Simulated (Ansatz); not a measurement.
¹⁴N nuclear quadrupole resonance in Ca₃Ga₃N₅

Cell: a Materials Project structure (computed, not necessarily an observed phase), taken as it stands.

```cif
data_Ca3Ga3N5
_symmetry_space_group_name_H-M 'P-1'
_symmetry_Int_Tables_number 2
_cell_length_a 5.9105
_cell_length_b 6.8834
_cell_length_c 8.4757
_cell_angle_alpha 107.476
_cell_angle_beta 105.465
_cell_angle_gamma 95.175
loop_
_atom_site_label
_atom_site_type_symbol
_atom_site_symmetry_multiplicity
_atom_site_Wyckoff_symbol
_atom_site_fract_x
_atom_site_fract_y
_atom_site_fract_z
Ca1 Ca 2 i 0.8183 0.4117 0.6073
Ca3 Ca 2 i 0.6592 0.8653 0.8785
Ca5 Ca 2 i 0.6553 0.6374 0.1969
Ga7 Ga 2 i 0.9059 0.3114 0.9689
Ga9 Ga 2 i 0.7120 0.9441 0.5631
Ga11 Ga 2 i 0.1350 0.8672 0.7159
N13 N 2 i 0.9701 0.1052 0.7792
N15 N 2 i 0.8495 0.6948 0.5092
N17 N 2 i 0.7565 0.5296 0.8898
N19 N 2 i 0.3960 0.9316 0.6176
N21 N 2 i 0.2845 0.7714 0.9030
```

One atom of each set is listed.

All values are calculated (Ansatz; DFT, PBE, plane waves and PAW, scalar-relativistic, 420 eV cutoff, Γ-centred 5×5×4 k-points, Fermi–Dirac smearing 0.02 eV), not measured.

¹⁴N: I = 1, Q = 20.44 mb (year-2017 value). Static lattice, zero field.

(1) Predict the zero-field ¹⁴N lines of each site.

## Answers

(1) For I = 1 the lines are ν± = (3/4)|C_Q|(1 ± η/3) and ν₀ = |C_Q|η/2.

| site | atoms | V_zz (10²¹ V/m²) | C_Q (MHz) | η | line frequencies (MHz) |
| --- | --- | --- | --- | --- | --- |
| N13 | 2 | -3.26 | -1.61 | 0.41 | 0.333, 1.04, 1.38 |
| N15 | 2 | -3.45 | -1.70 | 0.67 | 0.574, 0.990, 1.56 |
| N17 | 2 | -2.82 | -1.39 | 0.23 | 0.161, 0.965, 1.13 |
| N19 | 2 | -3.56 | -1.76 | 0.57 | 0.502, 1.07, 1.57 |
| N21 | 2 | 3.01 | 1.49 | 0.48 | 0.355, 0.937, 1.29 |

At N13 and N19 V_zz stands upright on the plane through its three neighbours (within 10°) in each case.

The run took 2.9 min of wall time (5.8 min of CPU time) and 1.5 GiB at its peak, on 2 threads of Arm Neoverse N1 (aarch64; 40 cores open to the job, memory cap 5.0 GiB, no GPU), a shared host with a load of 0.9 a core.
